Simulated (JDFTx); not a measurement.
System: W(100) (Im-3m bulk; lattice of mp-91, not re-optimised at this level), (1×1) cell of 5 atoms in 5 planes, area 10.05 Å² a face, 6.1 Å between the outermost planes in a cell 25.3 Å high; k mesh 8×8×1, Fermi width 0.01 Ha, no spin polarisation.

Adsorbate: N on both faces at 1.00 monolayer, started bridge and relaxed in vacuum, keeping the symmetry of the start.

Level of theory: PBE, GBRV ultrasoft potentials, plane waves to 20/100 Ha; code: JDFTx (a modified build). The adsorption energy per N is [E(slab + 2 N) − E(slab)]/2 − (½ E(N2)), with the gas molecules relaxed at the same level and slab energies taken as (E + F)/2, the usual estimate of zero smearing. No zero-point energy or vibrational entropy is included. Reconstruction of the substrate beyond this cell is outside the model.

Problem. Predict the adsorption energy and the geometry, and the change of the work function.

Solution. -1.09 eV. N sits 1.03 Å above the highest substrate atom, bound to 2 W at 1.89 Å. The work function goes from 4.18 to 6.44 eV. In linear PCM (GLSSA13), water, 1 M KF, at zero charge, the adsorption energy is -1.08 eV and the potential of zero charge moves from -0.74 to 1.65 V vs SHE (4.44 V convention).
